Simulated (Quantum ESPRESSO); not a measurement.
pw.x input (Quantum ESPRESSO 7.5; PBEsol, PseudoDojo standard norm-conserving files, scalar-relativistic):

```
&CONTROL
  calculation = 'scf'
  pseudo_dir = './pseudo'
  outdir = './out'
  tprnfor = .true.
  tstress = .true.
/
&SYSTEM
  ibrav = 0
  nat = 10
  ntyp = 4
  ecutwfc = 88.0
  ecutrho = 352.0
  occupations = 'smearing'
  smearing = 'fd'
  degauss = 0.002
  nbnd = 48
/
&ELECTRONS
  conv_thr = 1e-09
/
ATOMIC_SPECIES
F 18.9984 F.upf
Na 22.9898 Na.upf
K 39.0983 K.upf
Y 88.9058 Y.upf
CELL_PARAMETERS angstrom
  0.000000000000   4.458285000000   4.458285000000
  4.458285000000   0.000000000000   4.458285000000
  4.458285000000   4.458285000000   0.000000000000
ATOMIC_POSITIONS crystal
F   0.755600000000   0.244400000000   0.244400000000
F   0.244400000000   0.755600000000   0.755600000000
F   0.244400000000   0.755600000000   0.244400000000
F   0.755600000000   0.244400000000   0.755600000000
F   0.244400000000   0.244400000000   0.755600000000
F   0.755600000000   0.755600000000   0.244400000000
Na   0.500000000000   0.500000000000   0.500000000000
K   0.750000000000   0.750000000000   0.750000000000
K   0.250000000000   0.250000000000   0.250000000000
Y   0.000000000000   0.000000000000   0.000000000000
K_POINTS automatic
6 6 6 0 0 0
```

End of the output:

```
     total energy              =    -588.91617551 Ry
     estimated scf accuracy    <       0.00000030 Ry
     total energy              =    -588.91617558 Ry
     estimated scf accuracy    <          4.9E-09 Ry
     total energy              =    -588.91617558 Ry
     estimated scf accuracy    <          5.3E-09 Ry
[...]
     the Fermi energy is     4.7212 ev
!    total energy              =    -588.91617558 Ry
     estimated scf accuracy    <          3.8E-10 Ry
     smearing contrib. (-TS)   =       0.00000000 Ry
     internal energy E=F+TS    =    -588.91617558 Ry
     The total energy is F=E-TS. E is the sum of the following terms:
     one-electron contribution =    -294.90216688 Ry
     hartree contribution      =     183.04240135 Ry
     xc contribution           =    -120.06026699 Ry
     ewald contribution        =    -356.99614307 Ry
     convergence has been achieved in  10 iterations
     Forces acting on atoms (cartesian axes, Ry/au):
     atom    1 type  1   force =    -0.01292301    0.00000000    0.00000000
     atom    2 type  1   force =     0.01292301    0.00000000    0.00000000
     atom    3 type  1   force =     0.00000000   -0.01292301    0.00000000
     atom    4 type  1   force =     0.00000000    0.01292301    0.00000000
     atom    5 type  1   force =     0.00000000    0.00000000   -0.01292301
     atom    6 type  1   force =     0.00000000    0.00000000    0.01292301
     atom    7 type  2   force =    -0.00000000   -0.00000000    0.00000000
     atom    8 type  3   force =     0.00000000    0.00000000    0.00000000
     atom    9 type  3   force =     0.00000000    0.00000000    0.00000000
     atom   10 type  4   force =     0.00000000    0.00000000   -0.00000000
     Total force =     0.031655     Total SCF correction =     0.000038
     Computing stress (Cartesian axis) and pressure
          total   stress  (Ry/bohr**3)                   (kbar)     P=      -27.17
  -0.00018469  -0.00000000  -0.00000000          -27.17       -0.00       -0.00
   0.00000000  -0.00018469  -0.00000000            0.00      -27.17       -0.00
  -0.00000000  -0.00000000  -0.00018469           -0.00       -0.00      -27.17
```
In a gapped system the printed Fermi energy is only some level inside the gap.

Geometry of the Materials Project entry, not relaxed at this level.
